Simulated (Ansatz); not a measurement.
Input, command and steps of an Ansatz relaxation.

```yaml
crystal:
  lattice:
    - [2.9815575235, 0.0, 0.0]
    - [-1.4907787618, 2.5821045582, 0.0]
    - [0.0, 0.0, 2.8978769492]
  atoms:
    - { symbol: W, position: [0.0, 0.0, 0.0] }
    - { symbol: C, position: [0.6666666667, 0.3333333333, 0.5] }
basis:
  ecutwfc: 420
kpoints:
  mp_grid: { grid: [18, 18, 14] }
hamiltonian:
  xc: pbe
scf:
  occupations: { method: gaussian, width: 0.1 }
output:
  forces: true
  stress: true
  eigenvalues: true
relax:
  adjacent_minimum: "off"
  f_tol: 0.01
  max_steps: 30
  cell: { stress_tol: 0.1, fix: [volume] }
```

```bash
ansatz run input.yaml --threads 1 --pin off --max-ram 2560MiB --backend cpu --events-out ev --progress --plain --runs-dir out
```

Theory: Ansatz, DFT PBE, scalar-relativistic, plane waves, PAW.

The volume is held at 1.06 times that of the relaxed cell.

Of 4 frames 3 are shown, positions in Å and forces in eV/Å; the SCF threshold varies from step to step. Steps run on the plane waves of an earlier cell, with a Pulay correction in the pressure. The basis is chosen afresh for the last frame, the zero of the energies, and at times for earlier ones too; energy and pressure step there, also at an unchanged geometry. The mark taken_back stands on steps that the optimiser undid.

```xyz
2
Lattice="2.9816 0.0000 0.0000 -1.4908 2.5821 0.0000 0.0000 0.0000 2.8979" Properties=species:S:1:pos:R:3:forces:R:3 pbc="T T T" step=1 free_energy_over_end_meV_per_atom=0.10 pressure_GPa=-19.74
W     0.0000    0.0000    0.0000    0.0000    0.0000    0.0000
C     1.4908    0.8607    1.4489    0.0000    0.0000    0.0000
2
Lattice="2.9905 0.0000 0.0000 -1.4953 2.5899 0.0000 0.0000 0.0000 2.8805" Properties=species:S:1:pos:R:3:forces:R:3 pbc="T T T" step=2 free_energy_over_end_meV_per_atom=0.60 pressure_GPa=-19.39 taken_back
W     0.0000    0.0000    0.0000    0.0000    0.0000    0.0000
C     1.4953    0.8633    1.4403    0.0000    0.0000    0.0000
2
Lattice="2.9842 0.0000 0.0000 -1.4921 2.5844 0.0000 0.0000 0.0000 2.8928" Properties=species:S:1:pos:R:3:forces:R:3 pbc="T T T" step=4 free_energy_over_end_meV_per_atom=0.00 pressure_GPa=-19.64
W     0.0000    0.0000    0.0000    0.0000    0.0000    0.0000
C     1.4921    0.8615    1.4464    0.0000    0.0000    0.0000
```

It took 24 s on 1 thread of Intel(R) Xeon(R) 6975P-C (Granite Rapids) (shared host), peak memory 0.46 GiB.

Spin–orbit coupling is left out, which can shift energies with elements as heavy as these.